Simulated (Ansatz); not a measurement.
## How the field gradients follow the size of the cell in Co

Reference cell: an entry of the Crystallography Open Database (COD), whose atoms a relaxation with PBE at fixed cell left in place.

```yaml
crystal:
  lattice:
    - [2.50540, 0.00000, 0.00000]
    - [-1.25270, 2.16974, 0.00000]
    - [0.00000, 0.00000, 4.08930]
  atoms:
    - { symbol: Co, position: [0.33333, 0.66667, 0.25000] }
    - { symbol: Co, position: [0.66667, 0.33333, 0.75000] }
```

Sites (sets of like atoms) are named by element and the number of their first atom in this list.

Method: Kohn–Sham DFT in Ansatz, PBE, plane waves and PAW, scalar-relativistic, collinear spin, 420 eV cutoff, Γ-centred 21×21×11 k-points, Fermi–Dirac smearing 0.05 eV. Start moments as typed (μB): 2 on each Co.

The cell is scaled uniformly, and the ions relax again at each size.

Task: How do the gradients (10²¹ V/m²) respond?

Result: 

```
V/V₀    Co V_zz (η)
0.94   -0.15 (0.00)
0.96   -0.13 (0.00)
0.98   -0.10 (0.00)
1.00  -0.071 (0.00)
1.02  -0.041 (0.00)
1.04  -0.033 (0.00)
1.06  -0.031 (0.00)
```

At this cell the principal stresses reach 6 GPa in size with PBE, which can matter for small gradients. The run finds no gap above 0.1 eV (a metal, or nearly one), so the gradients can move by 10 % or more with the k-mesh. With these PAW files V_zz is typically within 2 to 3 % of all-electron values, but misses above 10 % occur on Co.
